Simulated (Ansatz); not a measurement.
Pd:
```xyz
1
Lattice="0.0000 1.9711 1.9711 1.9711 0.0000 1.9711 1.9711 1.9711 0.0000" Properties=species:S:1:pos:R:3 pbc="T T T"
Pd     0.0000     0.0000     0.0000
```

Relaxed with PBE. Special points in fractions of this cell's reciprocal vectors: Γ (0.000, 0.000, 0.000); X (0.500, 0.000, 0.500); U (0.625, 0.250, 0.625); K (0.375, 0.375, 0.750); L (0.500, 0.500, 0.500); W (0.500, 0.250, 0.750).

List the band energies nearest the Fermi level at these points for PBE in the plane-wave PAW code Ansatz.

In eV from the Fermi level; about four levels below and three above (degenerate sets whole), none deeper than 8.9 eV; … stands for higher levels left out; points with the same levels are listed once.

```
k                    below        above
-  -----------------------  -----------
Γ  -6.87 -2.67 -2.67 -2.67            …
X        -5.08 -4.81 -0.05  0.27 0.27 …
U  -3.91 -1.85 -0.90 -0.15            …
L  -2.72 -2.72 -0.02 -0.02            …
W  -4.07 -3.19 -3.19 -1.24       0.27 …
```

Space group Fm-3m (fcc (Cu type)). Symmetry was held in the PBE relaxation. No spin polarisation was allowed. Spin–orbit coupling is left out wherever it is not named.

Potentials: the later of the program's two PAW sets.
